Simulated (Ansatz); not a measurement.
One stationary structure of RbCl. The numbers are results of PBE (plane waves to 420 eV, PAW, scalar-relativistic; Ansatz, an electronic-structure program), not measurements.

```cif
data_ClRb
_chemical_formula_sum 'Cl1 Rb1'
_space_group_name_H-M_alt 'P 1'
_space_group_IT_number 1
_cell_length_a 4.73608
_cell_length_b 4.73608
_cell_length_c 4.73608
_cell_angle_alpha 60.000
_cell_angle_beta 60.000
_cell_angle_gamma 60.000
loop_
_space_group_symop_operation_xyz
  'x, y, z'
loop_
_atom_site_label
_atom_site_type_symbol
_atom_site_fract_x
_atom_site_fract_y
_atom_site_fract_z
_atom_site_occupancy
Cl1 Cl 0.00000 0.00000 0.00000 1
Rb1 Rb 0.50000 0.50000 0.50000 1
```

Find the space group and the Wyckoff positions (tolerance 0.01 Å).

Space group Fm-3m (No. 225); a = 6.698 Å, b = 6.698 Å, c = 6.698 Å, α = 90.00°, β = 90.00°, γ = 90.00°

| atom | site | symmetry | x | y | z |
|---|---|---|---|---|---|
| Cl | 4a | m-3m | 0.0000 | 0.0000 | 0.0000 |
| Rb | 4b | m-3m | 0.5000 | 0.5000 | 0.5000 |

This is the rock salt type.

Give the shortest distances between elements (the closest pairs, up to four, under 3.6 Å).

Cl–Rb 3.35 Å.

| Item | Value |
|---|---|
| Volume per atom | 37.56 Å³ |
| Density | 2.67 g/cm³ |
| Band gap | 4.84 eV, direct at Γ (no spin-orbit coupling) |

No spin polarisation in the result.

Measured for RbCl: a 6.532 Å (0 K or low temperature; as listed in Klaus Doll, Hermann Stoll, Phys. Rev. B (1998)); gap 8.5 eV (as listed in Aguado et al., arXiv (1998)). Computed minus measured — a: PBE +2.5 %; gap: PBE -3.66 eV. The computed values are for a static lattice, and a measured gap can be an optical one, lowered by exciton binding.

The run could not lose the symmetry of its start; a randomly shaken copy of 2 atoms returns to this structure.

All atoms sit on sites fixed by symmetry, so only the cell could relax.
